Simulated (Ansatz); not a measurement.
Data:

Zn3P4W:
```
CELL_PARAMETERS angstrom
      7.70089     0.00000     0.00000
      0.00000     6.66387     0.00000
      0.00000     0.00000     6.36504
ATOMIC_POSITIONS crystal
  Zn 0.25143 0.83000 0.73484
  Zn 0.24857 0.17000 0.23484
  Zn 0.74857 0.83000 0.73484
  Zn 0.75143 0.17000 0.23484
  Zn 0.00000 0.34140 0.73149
  Zn 0.50000 0.65860 0.23149
  W  0.00000 0.67107 0.22663
  W  0.50000 0.32893 0.72663
  P  0.75366 0.83227 0.10939
  P  0.74634 0.16773 0.60939
  P  0.24634 0.83227 0.10939
  P  0.25366 0.16773 0.60939
  P  0.00000 0.34691 0.10739
  P  0.50000 0.65309 0.60739
  P  0.00000 0.67368 0.58528
  P  0.50000 0.32632 0.08528
```

This is the r²SCAN-relaxed structure. Cartesian axes are those of the cell as given.

Question: All from DFT-r²SCAN in the program Ansatz with PAW potentials, unless another level is named. Give the smallest direct gap on the standard path.

Answer: 0.68 eV.

Question: Predict the band gap.

Answer: 0.44 eV (indirect).

Question: And the conduction-band minimum?

Answer: on the Γ–Z line, 95 % of the way from Γ (k = 0.000, 0.000, 0.474 in fractions of the reciprocal vectors) (2 equivalent valleys).

Space group Pmn2_1. The start of the workflow was typed in or built on a structure type; neither database checked (COD, Materials Project) lists it. Its standing as an ambient phase is unchecked. Symmetry was held in the r²SCAN relaxation; whether a distortion lowers the energy is not shown. No spin polarisation was allowed. Spin–orbit coupling is left out wherever it is not named.

Potentials: the later of the program's two PAW sets.
